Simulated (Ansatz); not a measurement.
Starting cell, ScPt$_{3}$ (Cu3Au type):

```xyz
8
Lattice="7.8448 0.0000 0.0000 3.9224 3.9224 0.0000 0.0000 0.0000 3.9224" Properties=species:S:1:pos:R:3 pbc="T T T"
Sc     0.0000     0.0000     0.0000
Sc     3.9224     0.0000     0.0000
Pt     9.8060     1.9612     0.0000
Pt     5.8836     1.9612     0.0000
Pt     7.8448     1.9612     1.9612
Pt     3.9224     1.9612     1.9612
Pt     1.9612     0.0000     1.9612
Pt     5.8836     0.0000     1.9612
```

A phonon eigenvector at M = (0.5, 0.5, 0.0) is frozen into this cell: atom i moves by Q times the vector below, so Q is the largest atomic displacement, in Å. The cell is held. (q is in reciprocal vectors of the primitive cell; the cell shown is doubled to hold the pattern.)

| atom | x | y | z |
|---|---|---|---|
| Pt3 | 0.000 | 0.000 | -1.000 |
| Pt4 | 0.000 | 0.000 | 1.000 |

Atoms not listed stay in place.

Calculation: LDA (plane waves to 420 eV, PAW, scalar-relativistic; Ansatz, a first-principles code). k mesh 12×12×12 (Γ-centred), Fermi-Dirac smearing 0.05 eV. With partly filled bands, energies and forces of such displacements shift with the k mesh and the smearing. ScPt3 is run without spin polarisation. ScPt3 was relaxed with its symmetry unable to fall. Spin-orbit coupling is left out, though Pt is heavy.

At one point of the scan the forces (eV/Å) are:

| atom | Fx | Fy | Fz |
|---|---|---|---|
| Sc1 | 0.000 | 0.000 | 0.000 |
| Sc2 | 0.000 | 0.000 | 0.000 |
| Pt3 | 0.000 | 0.000 | 1.266 |
| Pt4 | 0.000 | 0.000 | -1.266 |
| Pt5 | 0.000 | 0.000 | 0.000 |
| Pt6 | 0.000 | 0.000 | 0.000 |
| Pt7 | 0.000 | 0.000 | 0.000 |
| Pt8 | 0.000 | 0.000 | 0.000 |

Q: Which point is it?
A) Q = 0.120 Å
B) Q = 0.090 Å
C) Q = 0.030 Å
D) Q = 0.150 Å

A: B, Q = 0.090 Å

(For displaced atoms, the force is minus the slope of the energy, and its curvature is a force constant, which sets phonon frequencies.)
